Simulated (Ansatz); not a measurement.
**WS3: rattling a relaxed structure**

The cell was found from a structure generator's guess, not taken from experiment.

These are results of DFT PBE, scalar-relativistic, plane waves, PAW (Ansatz), not measurements. Cutoff 420 eV; k points 6×6×12 on the computed 8-atom cell (Γ-centred); Gaussian smearing, width 0.02 eV; no spin polarisation.

The cell below (8 atoms, space group P6_3/mmc (No. 194)) is relaxed within its symmetry.

```xyz
8
Lattice="10.2891 0.0000 0.0000 -5.1446 8.9106 0.0000 0.0000 0.0000 2.9251" Properties=species:S:1:pos:R:3 pbc="T T T"
W     0.0000    5.9404    2.1938
W     5.1446    2.9702    0.7313
S     0.0000    4.0683    0.7313
S     1.6213    6.8765    0.7313
S    -1.6213    6.8765    0.7313
S     5.1446    4.8423    2.1938
S     3.5233    2.0342    2.1938
S     6.7659    2.0342    2.1938
```

For the test it was strained at random (σ = 1.5 % a component), the atoms were moved at random (σ = 0.05 Å), and all was relaxed again on a coarse 4×3×3 mesh (in the run’s order of axes) with 0.10 eV smearing, with no symmetry imposed.

No dispersion correction is applied, so the spacing and binding between layers, chains or molecules are poorly described. These runs have no spin–orbit coupling, which can matter for W.

Question: Does it come back?

Answer: It doesn't return. The energy falls by 23 meV/atom on that mesh, the volume changes by -18.9 %, and the end has space group P6_3 (No. 173) at a loose tolerance. Relaxed again on a 3×3×10 mesh with 0.02 eV smearing, the new structure lies 8 meV/atom below the first (mesh in the axes of the run's cell; the cell below is made exact in the group named). Space group P6_3 (No. 173), hexagonal, a = 9.869 Å, c = 2.946 Å. W has 3 S at 2.29 Å, 3 S at 2.48 Å and 2 W at 2.95 Å; S is surrounded by 1 W at 2.29 Å and 1 W at 2.48 Å.

```cif
data_structure
_symmetry_space_group_name_H-M 'P6_3'
_symmetry_Int_Tables_number 173
_cell_length_a 9.8689
_cell_length_b 9.8689
_cell_length_c 2.9464
_cell_angle_alpha 90.000
_cell_angle_beta 90.000
_cell_angle_gamma 120.000
_cell_volume 248.52
loop_
_atom_site_label
_atom_site_type_symbol
_atom_site_symmetry_multiplicity
_atom_site_Wyckoff_symbol
_atom_site_fract_x
_atom_site_fract_y
_atom_site_fract_z
_atom_site_occupancy
W1 W 2 b 0.33333 0.66667 0.21144 1
S1 S 6 c 0.54510 0.82178 0.76204 1
```
